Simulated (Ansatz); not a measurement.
Here is the system:

CoSi2:
```cif
data_Co4Si8
_chemical_formula_sum 'Co4 Si8'
_space_group_name_H-M_alt 'Fm-3m'
_space_group_IT_number 225
_space_group_name_Hall '-F 4 2 3'
_cell_length_a 5.27419
_cell_length_b 5.27419
_cell_length_c 5.27419
_cell_angle_alpha 90.000
_cell_angle_beta 90.000
_cell_angle_gamma 90.000
loop_
_atom_site_label
_atom_site_type_symbol
_atom_site_symmetry_multiplicity
_atom_site_Wyckoff_symbol
_atom_site_fract_x
_atom_site_fract_y
_atom_site_fract_z
_atom_site_occupancy
Co1 Co 4 a 0.00000 0.00000 0.00000 1
Si1 Si 8 c 0.25000 0.25000 0.25000 1
```
(The calculation used a cell of 3 atoms; values per cell refer to that cell.)

This is the LDA-relaxed structure.

Task: All from the program Ansatz at the LDA level (PAW), unless another level is named. Predict the electronic character.

Result: metallic (no gap).

Task: What about the density of states at the Fermi level?

Result: 0.33 states/eV per atom (mean over ±0.08 eV).

Task: Next, the formation energy from the elements (no fitted shifts)?

Result: -0.62 eV/atom.

The cell was relaxed with LDA under the symmetry of its start. No spin polarisation was allowed. The references are the lowest solids computed at this level, not always the standard phases.

Potentials: the earlier of the program's two PAW sets. The files were generated under PBE; for other functionals the program regenerates the frozen cores, and for LDA and PBEsol the local potential too.
